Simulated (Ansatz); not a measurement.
## Several inputs for MoS2 with hydrogen replacing S

Cell: a supercell of MoS2 (space group P6_3/mmc) built from a structure deposited in the COD, with all atoms left at the host's positions.

```xyz
36
Lattice="9.5070 0.0000 0.0000 -3.1690 5.4889 0.0000 0.0000 0.0000 12.3240" Properties=species:S:1:pos:R:3 pbc="T T T"
Mo    0.0000    1.8296    3.0810
Mo   -1.5845    4.5741    3.0810
Mo    3.1690    1.8296    3.0810
Mo    1.5845    4.5741    3.0810
Mo    6.3380    1.8296    3.0810
Mo    4.7535    4.5741    3.0810
Mo    1.5845    0.9148    9.2430
Mo    0.0000    3.6592    9.2430
Mo    4.7535    0.9148    9.2430
Mo    3.1690    3.6592    9.2430
Mo    7.9225    0.9148    9.2430
Mo    6.3380    3.6592    9.2430
H     0.0000    1.8296    7.6779
S    -1.5845    4.5741    7.6779
S     3.1690    1.8296    7.6779
S     1.5845    4.5741    7.6779
S     6.3380    1.8296    7.6779
S     4.7535    4.5741    7.6779
S     1.5845    0.9148    1.5159
S     0.0000    3.6592    1.5159
S     4.7535    0.9148    1.5159
S     3.1690    3.6592    1.5159
S     7.9225    0.9148    1.5159
S     6.3380    3.6592    1.5159
S     0.0000    1.8296   10.8081
S    -1.5845    4.5741   10.8081
S     3.1690    1.8296   10.8081
S     1.5845    4.5741   10.8081
S     6.3380    1.8296   10.8081
S     4.7535    4.5741   10.8081
S     1.5845    0.9148    4.6461
S     0.0000    3.6592    4.6461
S     4.7535    0.9148    4.6461
S     3.1690    3.6592    4.6461
S     7.9225    0.9148    4.6461
S     6.3380    3.6592    4.6461
```

Atoms are numbered from 1 in the order listed; like atoms form one site, named after its first atom.

Reference run. Method: Kohn–Sham DFT in Ansatz, PBE, plane waves and PAW, scalar-relativistic, 420 eV cutoff, Γ-centred 3×4×2 k-points, Fermi–Dirac smearing 0.01 eV, cell charge +1.

It gives V_zz (10²¹ V/m²) Mo8 -11.51 (η 0.75), S26 -6.72 (η 0.49), among others. Each of these runs changes the input as listed (caps on SCF iterations aside):

A. basis.ecutwfc: not typed → 33.1 Ry
B. scf.lower_state_search: not typed → light; scf.occupations.width: 0.01 → not typed; scf.occupations.method: fermi_dirac → tetrahedron_uncorrected

Question: Which of these changes matter for the gradients?

Answer: 

| run | Mo8 V_zz (η) | S26 V_zz (η) | largest change of a gradient tensor, all atoms | note |
| --- | --- | --- | --- | --- |
| A | -11.51 (0.75) | -6.72 (0.49) | 0.00 | converged |
| B | -11.26 (0.73) | -6.79 (0.46) | 0.92 | converged |

Run B moves them most, on Mo11 (V_zz from -11.35 to -11.89).

In run B the shift comes from scf.occupations: the other keys steer the path to self-consistency or leave the density as it is.

On the reference run: The run isn't spin-polarised, and a state with spin may lie lower. The defect repeats with the cell of 36 atoms, so it feels its images: sites between two images don't show the values beside a lone defect, and zeros or small values of η there can come from the images' arrangement. Mo and S carry a gradient in the pure host already, so the values there aren't the defect's effect alone. The shape of the repeated cell lowers the symmetry of the defect's site from 3m to 1, so η and the spread among like neighbours partly reflect the cell. A uniform background compensates the cell's charge. The defect cell has no gap above 0.1 eV on its mesh, so the values can hang on the smearing and the k-mesh. Without spin–orbit coupling (the program notes it for Mo) the gradients can shift by some per cent, and by up to a factor of two as the program warns, since there is no gap. The neighbours have not yet relaxed around the defect (largest force 1.7 eV/Å), and relaxing can change the values around it severalfold.
